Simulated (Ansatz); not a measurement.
One crystal and one scan (frozen-phonon scan) at two levels, r2SCAN (plane waves to 500 eV, PAW, scalar-relativistic; Ansatz, a quantum-chemistry and plane-wave program) and PBE (plane waves to 420 eV, PAW, scalar-relativistic; Ansatz), each from its own relaxed cell and on its own mesh. The cell shown is that of r2SCAN.

HfO2 (fluorite)

```
HfO2
1.0
    0.00000     2.52945     2.52945
    2.52945     0.00000     2.52945
    2.52945     2.52945     0.00000
Hf O
1 2
Direct
  0.00000   0.00000   0.00000
  0.25000   0.25000   0.25000
  0.75000   0.75000   0.75000
```

The atoms are displaced by Q × the pattern below (from a DFPT mode at Γ, largest move 1; Q in Å), at fixed cell. It is one choice among 3 degenerate patterns.

| atom | x | y | z |
|---|---|---|---|
| Hf1 | 0.000 | 0.000 | 0.179 |
| O2 | 0.000 | 0.000 | -1.000 |
| O3 | 0.000 | 0.000 | -1.000 |

HfO2 is run without spin polarisation. HfO2 was relaxed with its symmetry unable to fall. Spin-orbit coupling is left out, though Hf is heavy. The PAW data are Ansatz's earlier set. This is a high-temperature form of HfO2. Percentages come from the unrounded values.

Results of r2SCAN:

* **Lattice constant a (Å)**: 5.059
* **Band gap of the relaxed cell, no spin-orbit coupling (eV)**: 4.30
* **Harmonic wavenumber from the curvature (finite differences) (cm⁻¹ (negative: imaginary))**: 238
* **Shape of the curve**: a single well with its minimum at or next to zero displacement

Question: Estimate the PBE values.

Answer: 
```
quantity                                                                                    PBE     r2SCAN − PBE
----------------------------------------------------------------------------------------  -----  ---------------
Lattice constant a (Å)                                                                    5.098  -0.039 (-0.8 %)
Band gap of the relaxed cell, no spin-orbit coupling (eV)                                  3.75    +0.55 (+15 %)
Harmonic wavenumber from the curvature (finite differences) (cm⁻¹ (negative: imaginary))    216      +22 (+10 %)
```

r2SCAN gives the higher value for: band gap of the relaxed cell, no spin-orbit coupling; harmonic wavenumber from the curvature. r2SCAN gives the lower value for: lattice constant a. Both give the same shape of the curve: a single well with its minimum at or next to zero displacement. Neither level is exact: the differences show how much the result hangs on the functional.

(For displaced atoms, the force is minus the slope of the energy, and its curvature is a force constant, which sets phonon frequencies.)
